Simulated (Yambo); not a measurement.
Yambo run on Rb2SiF6 (space group Fm-3m, No. 225). The wavefunctions are norm-conserving PBEsol (Quantum ESPRESSO, 84 Ry, without SOC) ones on a 2×2×2 mesh (32 occupied bands); a = 5.907 Å, b = 5.907 Å, c = 5.907 Å, α = 60.00°, β = 60.00°, γ = 60.00°.

Yambo input:

```
rim_cut
HF_and_locXC
RandQpts= 1000000
RandGvec= 1 Ry
EXXRLvcs= 84 Ry
VXCRLvcs= 336 Ry
% QPkrange
 1 | 1 | 32 | 33 |
 2 | 2 | 32 | 33 |
 3 | 3 | 32 | 33 |
%
```

k points by index: 1 = Γ, 2 = L, 3 = X.

Table of the .hf output:

```
#    K-point    Band    Eo [eV]    Ehf [eV]    Vxc [eV]    Vnlxc [eV]
#
    1    32    0.000000    -7.965995    -22.93683    -30.90282
    1    33    7.392700    11.67940    -9.107509    -4.820805
    2    32    -0.065129    -8.038059    -22.78419    -30.75712
    2    33    9.451765    13.56644    -8.701628    -4.586952
    3    32    -0.012841    -7.967297    -22.89575    -30.85021
    3    33    9.818702    14.37412    -10.27359    -5.718175
```
Exchange alone, without screening.

Geometry of the Materials Project entry, not relaxed at this level.

The structure is a Materials Project entry; no match was found in the copy of COD used, and its stability was not checked.
